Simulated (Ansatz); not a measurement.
## What is wrong with this input? (Ta₃N)

The input below was meant for crystalline Ta₃N, with PBE, plane waves and PAW in Ansatz. Its settings were carried over from an input for a code that works in rydberg.

```yaml
crystal:
  lattice:
    - [3.0322239879, 0.0, 0.0]
    - [-1.516111994, 2.6259830035, 0.0]
    - [0.0, 0.0, 7.524137]
  atoms:
    - { symbol: Ta, position: [0.0, 0.0, 0.5] }
    - { symbol: Ta, position: [0.3333333333, 0.6666666667, 0.17393] }
    - { symbol: Ta, position: [0.6666666667, 0.3333333333, 0.82607] }
    - { symbol: "N", position: [0.0, 0.0, 0.0] }
basis:
  ecutwfc: 60
kpoints:
  mp_grid: { grid: [15, 15, 6] }
hamiltonian:
  xc: pbe
scf:
  occupations: { method: gaussian, width: 0.1 }
output:
  forces: true
  stress: true
  eigenvalues: true
```

The program printed (HF is the Harris–Foulkes energy, dr2 the density residual in eV):

```text
Warning: basis.ecutwfc = 60 eV is below the records' recommended 420 eV, and the density's cutoff is lower with it unless basis.ecutrho_ratio is high enough to keep the records' density cutoff: compare with a run at a higher cutoff
Pseudopotential: Ta, paw, valence charge 13, recommended cutoff 420 eV (normal)
Pseudopotential: N, paw, valence charge 5, recommended cutoff 420 eV (normal)
Crystal: 4 atoms, lattice volume = 59.911 Å³
Basis set: ecut = 60 eV, 51 PW (Γ), exchange–correlation on 16×16×40 points (8 copies of the dense FFT grid, shifted against one another)
Bands: 27, of which v1, the nominal top of the filled ones, is band 22 counted from 1 (21 counted from 0)
Symmetry: 12 space group operations
Space group: P-3m1 (ITA 164), of the structure as read, at distance tolerance 3.9e-5 Å
k-points: 146 of 1350
Initial density: superposition of atomic densities, corrected by the library's trained network
SCF iter   1: HF=-29828.062912 eV  Δρ=5.67e-1  dr2=1.76e2
SCF iter   2: HF=-29757.116335 eV  Δρ=3.81e-1  dr2=8.30e1
SCF iter   3: HF=-29693.494615 eV  Δρ=3.97e-2  dr2=1.17e0
SCF iter   4: HF=-29692.794993 eV  Δρ=6.75e-3  dr2=2.11e-2
   ...
SCF iter   7: HF=-29692.762347 eV  Δρ=9.67e-5  dr2=8.71e-6
SCF iter   8: HF=-29692.762345 eV  Δρ=1.93e-5  dr2=8.19e-7
SCF iter   9: F=-29692.762345 eV  HF=-29692.762345 eV  Δρ=3.20e-6  dr2=8.15e-9
SCF 1 converged in 9 iterations: F = -29692.762345 eV  dr2 = 8.15e-9
SCF converged after 9 iterations
Free energy (F): -29692.762345 eV
E sigma→0 (E₀):  -29692.755234 eV
Entropy (-TS):   -0.014222 eV (-3.555 meV/atom)
Fermi energy:    23.732980 eV
--- Forces (eV/Å), atoms counted from 1 ---
  atom   1  Ta    -0.00000000     0.00000000     0.00000000
  atom   2  Ta    -0.00000000     0.00000000    -4.66361430
  atom   3  Ta     0.00000000    -0.00000000     4.66361430
  atom   4  N      0.00000000    -0.00000000     0.00000000
--- Stress (GPa, compression-positive) ---
     -224.747365      -0.000000      -0.000000
       -0.000000    -224.747365       0.000000
       -0.000000       0.000000    -221.779109
  P = ⅓ Tr σ = -223.7579 GPa (-2237.579 kbar)
```

Task: The run converged, but its numbers aren't those of the intended crystal and state. Why?

Result: The fault is a cutoff meant in rydberg typed as eV. A bare number is read in eV; 1 Ry is 13.606 eV. The cure is a cutoff in eV, here the recommended one.

Fix:

```diff
 basis:
-  ecutwfc: 60
+  ecutwfc: 420
```

With the mended input the run converges and gives a pressure of -0.71 GPa, no gap. The faulty run's energy lay 122 eV per atom higher.